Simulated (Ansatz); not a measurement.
BP:
```xyz
6
Lattice="3.2597 0.0000 0.0000 -1.6299 2.8230 0.0000 0.0000 0.0000 6.9402" Properties=species:S:1:pos:R:3 pbc="T T T"
B     -0.8149     1.4115     2.3134
B      0.8149     1.4115     4.6268
B      1.6299     0.0000     0.0000
P     -0.8149     1.4115     5.7835
P      0.8149     1.4115     1.1567
P      1.6299     0.0000     3.4701
```

Relaxed with PBEsol. Special points in fractions of this cell's reciprocal vectors: Γ (0.000, 0.000, 0.000); M (0.500, 0.000, 0.000); K (0.333, 0.333, 0.000); A (0.000, 0.000, 0.500); L (0.500, 0.000, 0.500); H (0.333, 0.333, 0.500).

Problem. List the band energies nearest the Fermi level at these points for the program Ansatz at the PBEsol level (PAW).

Solution. In eV from the Fermi level; about four levels below and three above (degenerate sets whole), none deeper than 8.9 eV; points with the same levels are listed once.

| k | below | above |
|---|---|---|
| Γ | -2.32 -2.32 -1.18 -1.18 -0.80 | 0.14 2.42 2.42 |
| M | -4.02 -3.26 -2.76 -2.48 | 0.01 0.66 1.09 |
| K | -5.99 -5.99 -3.41 -2.46 -2.46 | 1.55 2.73 2.73 |
| A | -1.26 -1.05 -1.05 -0.64 | 2.17 2.35 2.81 |
| L | -3.99 -3.91 -3.21 -3.09 | 1.96 2.25 2.50 |
| H | -5.90 -5.90 -3.22 -2.87 | 3.10 4.37 4.54 4.54 |

Space group P6_422. The start of the workflow was typed in or built on a structure type; neither database checked (COD, Materials Project) lists it. It is not the phase usual at ambient conditions (space group No. 216). The cell was relaxed with PBEsol under the symmetry of its start; whether a distortion lowers the energy is not shown. The Fermi level of a semimetal is unsure by some 0.05 eV on such meshes.

Potentials: the earlier of the program's two PAW sets. The files were generated under PBE; for other functionals the program regenerates the frozen cores, and for LDA and PBEsol the local potential too.
